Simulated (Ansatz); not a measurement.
## One input, then a changed one: GaN (zincblende type)

First run: DFT, PBE, PAW with Ansatz's default frozen-core files, scalar-relativistic (Ansatz 0.2.0).

Command: `ansatz run input.yaml --threads 2 --pin off --max-ram 4096MiB --backend cpu --events-out ev --progress --plain --runs-dir out` It took 1.4 s on 2 threads of Intel(R) Xeon(R) 6975P-C (Granite Rapids) (shared host), peak memory 0.42 GiB.

```yaml
crystal:
  lattice:
    - [-2.2742431748, 2.2742431748, 0.0]
    - [0.0, 0.0, 4.5484863495]
    - [2.2742431748, 2.2742431748, 0.0]
  atoms:
    - { symbol: Ga, position: [0.0, 0.0, 0.0] }
    - { symbol: Ga, position: [0.5, 0.5, 0.5] }
    - { symbol: "N", position: [0.0, 0.25, 0.5] }
    - { symbol: "N", position: [0.5, 0.75, 0.0] }
kpoints:
  mp_grid: { grid: [8, 6, 8] }
scf:
  occupations: { method: fermi_dirac, width: 0.02 }
hamiltonian:
  xc: pbe
  pseudopotentials: { kind: paw }
output:
  forces: true
  stress: true
  eigenvalues: true
```

The cell comes from a relaxation on PAW files under the same functional, begun from a prototype that needn't be the stable phase.

This run: bulk in the slab's orientation.

It converges in 6 SCF iterations at a pressure of 0.00 GPa, cutoff 420 eV.

The input is then changed:

```diff
   occupations: { method: fermi_dirac, width: 0.02 }
+  max_iter: 5
 hamiltonian:
```

Problem. Does this change harm the result?

Solution. Not here: the run converges in 5 SCF iterations at a pressure of 0.00 GPa, cutoff 420 eV, free energy 0.0 meV/atom against the first run's, and its energy lies within 1 meV/atom of the first run's.
